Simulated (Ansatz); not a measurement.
Q: Each is relaxed and computed with DFT-r²SCAN in the program Ansatz with PAW potentials. Which is the only metal?
A. TiO2, anatase
B. TiNi4GeO8, F-43m (Pearson symbol cF56)
C. Mg2TiO4, P4_122 (Pearson symbol tP28)
D. Ti5Ge3, P6_3/mcm (Ti on 6g, Ti on 4d, Ge on 6g)

A: D, Ti5Ge3, P6_3/mcm (Ti on 6g, Ti on 4d, Ge on 6g). Ti5Ge3: metal; TiNi4GeO8: gap 2.07 eV (indirect); Mg2TiO4: gap 3.97 eV (direct); TiO2: gap 2.53 eV (indirect). Spin orders computed, not proven ground states: TiNi4GeO8, F-43m (Pearson symbol cF56) ferromagnetic. Standing as an ambient phase not checked: Ti5Ge3, P6_3/mcm (Ti on 6g, Ti on 4d, Ge on 6g); TiNi4GeO8, F-43m (Pearson symbol cF56); Mg2TiO4, P4_122 (Pearson symbol tP28). All cells were relaxed under the symmetry of their starts (and spin orders); stability against distortions was not tested throughout. Rows with no word on spin ran without spin polarisation. No Hubbard U is applied. Scalar-relativistic: spin–orbit coupling is off unless named, which matters more the heavier the elements.

Potentials: the later of the program's two PAW sets.
